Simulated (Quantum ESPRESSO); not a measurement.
# Band energies of Be$_{3}$N$_{2}$

```xyz
10
Lattice="2.8417 0.0000 0.0000 -1.4208 2.4610 0.0000 0.0000 0.0000 9.7468" Properties=species:S:1:pos:R:3 pbc="T T T"
Be     0.0000     1.6406     0.7650
Be     1.4208     0.8203     8.9818
Be     1.4208     0.8203     5.6384
Be     0.0000     1.6406     4.1084
Be     0.0000     0.0000     2.4367
Be     0.0000     0.0000     7.3101
N      0.0000     0.0000     0.0000
N      0.0000     0.0000     4.8734
N      0.0000     1.6406     2.4367
N      1.4208     0.8203     7.3101
```

LDA (pw.x of Quantum ESPRESSO, ONCV potentials, without SOC); path ΓMKΓALHA,LM,KH; energies in eV from the valence-band maximum.

```csv
k (1/Å),point,band 18,band 19,band 20,band 21,band 22,band 23,band 24,band 25
0.00,Γ,-0.49,-0.49,-0.39,0.00,0.00,6.25,7.18,7.76
0.18,,-0.67,-0.60,-0.43,-0.31,-0.07,6.44,7.34,7.98
0.55,,-1.76,-1.36,-1.26,-0.73,-0.57,6.46,7.01,7.58
0.91,,-2.55,-1.96,-1.54,-1.48,-1.16,4.29,5.75,7.27
1.28,M,-2.85,-2.24,-2.05,-1.43,-1.40,3.29,5.10,7.29
1.65,,-3.51,-3.40,-2.33,-2.29,-0.81,4.13,6.48,6.93
2.01,K,-3.37,-3.32,-3.09,-3.09,-0.57,5.23,6.20,6.20
2.38,,-3.25,-3.22,-2.71,-2.04,-0.76,4.89,6.72,7.39
2.75,,-2.87,-1.77,-1.66,-1.06,-1.01,5.99,7.57,7.76
2.93,,-2.07,-1.19,-1.14,-0.92,-0.70,6.86,7.43,7.86
3.30,,-0.64,-0.64,-0.43,-0.29,-0.09,6.44,7.35,8.00
3.49,Γ,-0.49,-0.49,-0.39,0.00,0.00,6.25,7.18,7.76
3.49,A,-1.05,-0.19,-0.19,-0.19,-0.19,6.87,6.87,8.07
3.81,,-1.49,-0.72,-0.72,-0.44,-0.44,7.05,7.05,8.11
4.13,,-2.33,-1.18,-1.18,-1.02,-1.02,6.28,6.28,7.61
4.45,,-2.99,-1.59,-1.59,-1.54,-1.54,4.98,4.98,7.15
4.76,L,-3.23,-2.05,-2.05,-1.74,-1.74,4.45,4.45,6.93
5.13,,-3.33,-3.02,-3.02,-1.59,-1.59,5.29,5.29,7.52
5.32,,-3.87,-3.11,-3.11,-1.60,-1.60,5.76,5.76,6.97
5.50,H,-4.36,-3.01,-3.01,-1.64,-1.64,5.96,5.96,6.63
5.65,,-4.09,-3.10,-3.10,-1.58,-1.58,5.93,5.93,6.74
5.94,,-3.51,-3.07,-3.07,-1.21,-1.21,6.16,6.16,7.09
6.24,,-2.57,-2.01,-2.01,-0.92,-0.92,6.71,6.71,7.64
6.53,,-1.66,-0.99,-0.99,-0.68,-0.68,7.10,7.10,8.14
6.83,,-1.16,-0.33,-0.33,-0.25,-0.25,6.95,6.95,8.17
6.98,A,-1.05,-0.19,-0.19,-0.19,-0.19,6.87,6.87,8.07
6.98,L,-3.23,-2.05,-2.05,-1.74,-1.74,4.45,4.45,6.93
7.30,M,-2.85,-2.24,-2.05,-1.43,-1.40,3.29,5.10,7.29
7.30,K,-3.37,-3.32,-3.09,-3.09,-0.57,5.23,6.20,6.20
7.62,H,-4.36,-3.01,-3.01,-1.64,-1.64,5.96,5.96,6.63
```

The LDA gap is indirect, 3.29 eV, from Γ to M; the smallest direct gap is 4.69 eV.

Geometry of the Materials Project entry, not relaxed at this level.

The structure is a Materials Project entry; no match was found in the copy of COD used, and its stability was not checked.
